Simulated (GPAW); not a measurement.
## CsLiCr2Te2S3: changing the functional

```cif
data_structure
_symmetry_space_group_name_H-M 'Cm'
_symmetry_Int_Tables_number 8
_cell_length_a 6.8433
_cell_length_b 10.3614
_cell_length_c 7.9783
_cell_angle_alpha 90.000
_cell_angle_beta 111.215
_cell_angle_gamma 90.000
_cell_volume 527.36
loop_
_atom_site_label
_atom_site_type_symbol
_atom_site_symmetry_multiplicity
_atom_site_Wyckoff_symbol
_atom_site_fract_x
_atom_site_fract_y
_atom_site_fract_z
_atom_site_occupancy
Cs1 Cs 2 a 0.09374 0.00000 0.00853 1
Li1 Li 2 a 0.58875 0.00000 0.55336 1
Cr1 Cr 4 b 0.26200 0.20554 0.55790 1
Te1 Te 4 b 0.71921 0.15435 0.29035 1
S1 S 4 b 0.60424 0.79273 0.73347 1
S2 S 2 a 0.21404 0.00000 0.48371 1
```

The cell comes from a database or a generator and needn't be the stable form of this composition.

Kept alike: task band structure; k mesh 4 × 4 × 3; occupations fermi-dirac, width 0.05 eV; collinear spin, ferromagnetic start. Program: GPAW, potentials by row: PAW data sets generated for this functional (AM05, PBEsol, PW91); the program's PAW data sets (release 1.2.1) made for this functional (LDA, RPBE, revPBE); GPAW PAW data sets (gpaw-data 1.2.1) (PBE, SCAN, TPSS, r2SCAN), cutoff 800 eV. The mesh is that of the run's cell of 9 atoms. No spin-orbit coupling.

| functional | pressure (GPa) | largest site moment (μB) |
| --- | --- | --- |
| AM05 | -1.38 | 2.16 |
| LDA | -3.88 | 2.05 |
| PBE | 0.20 | 2.20 |
| PBEsol | -1.88 | 2.16 |
| PW91 | 0.04 | 2.19 |
| RPBE | 2.05 | 2.26 |
| SCAN | 0.03 | 2.45 |
| TPSS | 0.43 | 2.25 |
| r2SCAN | 0.36 | 2.52 |
| revPBE | 1.63 | 2.24 |

Pressure is positive in compression; the values hold the error of the finite cutoff, so their zero can differ a little from the energy's minimum. For a metal such a mesh leaves the last digits unconverged. The runs hold the magnetic state that their start led to, which needn't be the lowest. Site moments count inside each atom's sphere or projector.

Problem. What does the functional change here?

Solution. The pressure runs from -3.88 (LDA) to 2.05 GPa (RPBE). From PBE: AM05 -1.58; LDA -4.08; PBEsol -2.08; PW91 -0.16; RPBE +1.85; SCAN -0.17; TPSS +0.23; r2SCAN +0.16; revPBE +1.43. A positive pressure means that the functional's own cell is larger than the one given, a negative one that it is smaller. The largest site moment runs from 2.05 (LDA) to 2.52 μB (r2SCAN). From PBE: AM05 -0.04; LDA -0.15; PBEsol -0.04; PW91 -0.01; RPBE +0.06; SCAN +0.25; TPSS +0.05; r2SCAN +0.32; revPBE +0.04.
